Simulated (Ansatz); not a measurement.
ScGeO3 in space group P4mm (No. 99; Sc on 1b, Ge on 1a, O on 2c, O on 1b) under volume change, plane-wave PAW r²SCAN (Ansatz code), shape and atoms relaxed at each volume.

```
V (Å³/atom)  E − E(relaxed) (meV/atom)  P (GPa)
-----------  -------------------------  -------
11.854                            35.9    10.79
12.245                               …        …
12.636                             3.5     2.96
13.027                             0.0     0.00
13.418                               …        …
13.808                            11.6    -4.44
```

### Question
What belongs in the gaps?

### Answer

- 12.245, E − E(relaxed) (meV/atom): 14.9
- 12.245, P (GPa): 6.53
- 13.418, E − E(relaxed) (meV/atom): 3.1
- 13.418, P (GPa): -2.44

### Question
What does a third-order Birch–Murnaghan fit give for V₀, B₀ and B′?

### Answer
V₀ = 13.03 Å³/atom, B₀ = 89.2 GPa, B′ = 5.2.

The start of the workflow was typed in or built on a structure type; neither database checked (COD, Materials Project) lists it. Whether it is the stable phase at ambient conditions was not checked. The cell was relaxed with r²SCAN under the symmetry of its start; its stability against distortions is not shown here. No spin polarisation was allowed. Scalar-relativistic: spin–orbit coupling is off unless named, which matters more the heavier the elements.

Potentials: the earlier of the program's two PAW sets. The files were generated under PBE; for other functionals the program regenerates the frozen cores, and for LDA and PBEsol the local potential too.
